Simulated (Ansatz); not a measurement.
# Sn$_{2}$TeS (P-6m2)

Theory: Ansatz 0.2.0, DFT PBE, scalar-relativistic, plane waves, PAW.

Settings: cutoff 420 eV, Γ-centred mesh 12×12×6 on the computed 4-atom cell, Gaussian smearing of 0.10 eV; no spin polarisation.

The structure is relaxed at this level of theory with its symmetry kept, and needn't be the ground state of this composition.

```xyz
4
Lattice="4.2474 0.0000 0.0000 -2.1237 3.6784 0.0000 0.0000 0.0000 7.5215" Properties=species:S:1:pos:R:3 pbc="T T T"
Sn    0.0000    0.0000    2.0456
Sn    0.0000    0.0000    5.4759
Te    0.0000    2.4522    0.0000
S     2.1237    1.2261    3.7607
```

| Property | Result |
| --- | --- |
| Space group | P-6m2 (No. 187) |
| Volume per atom | 29.38 Å³ |
| Formation energy from the elements' standard states (uncorrected) | -0.265 eV/atom |
| Kohn–Sham band gap | none (metal) |
| Density of states at the Fermi level | 0.3 states/eV per cell |
| Orbital (Löwdin) character within 0.5 eV of the Fermi level | Sn 5p 56 %, S 3p 13 %, Te 5p 11 %, Sn 5s 9 % |
| Bader charge by site (e) | Sn (2 in the cell) 0.82, Te (1 in the cell) -0.67, S (1 in the cell) -0.97 |

Spin-orbit coupling is left out, which matters for the bands of heavy elements.

Another cell of Sn2TeS relaxed alike, in R-3m, lies 64 meV/atom lower, so this cell isn't the stable form at this level.

The cell was found from a structure generator's guess, not taken from experiment. Löwdin shares on free-atom orbitals overweight diffuse shells.
